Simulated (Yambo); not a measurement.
Yambo run on LaS₂ (space group P2_1/c, No. 14). The wavefunctions are PBEsol (pw.x of Quantum ESPRESSO, ONCV potentials, no spin-orbit coupling) ones on a 1×4×1 mesh (46 occupied bands); a = 8.212 Å, b = 4.144 Å, c = 8.218 Å, α = 90.00°, β = 90.06°, γ = 90.00°.

Yambo input:

```
rim_cut
gw0
dyson
el_el_corr
HF_and_locXC
ppa
em1d
RandQpts= 1000000
RandGvec= 1 Ry
EXXRLvcs= 110 Ry
VXCRLvcs= 440 Ry
Chimod= "HARTREE"
% BndsRnXp
 1 | 401 |
%
NGsBlkXp= 7 Ry
% LongDrXp
 1.0 | 1.0 | 1.0 |
%
PPAPntXp= 27.2114 eV
% GbndRnge
 1 | 401 |
%
GTermKind= "none"
DysSolver= "n"
ExtendOut
% QPkrange
 1 | 1 | 46 | 47 |
%
```

k points by index: 1 = Γ.

Resulting energies as the program prints them:

```
#    K-point    Band    Eo [eV]    E [eV]    E-Eo [eV]    Vxc [eV]    Vnlxc [eV]    Sc|Eo [eV]    Sc|E [eV]    dSc/dw|Eo [eV]    Re(Z)    Im(Z)
#
    1    46    0.000000    -0.402073    -0.402073    -13.23113    -15.85070    2.104513    2.217498    -7.644804    0.780673    -0.001403
    1    47    0.970093    1.384562    0.414469    -10.13959    -5.706278    -3.920433    -4.018841    -6.459050    0.808166    -0.001291
```
(The two width columns are left out.) Convergence of these settings isn't established.

Geometry of the Materials Project entry, not relaxed at this level.

The structure is a Materials Project entry; no match was found in the copy of COD used, and its stability was not checked.
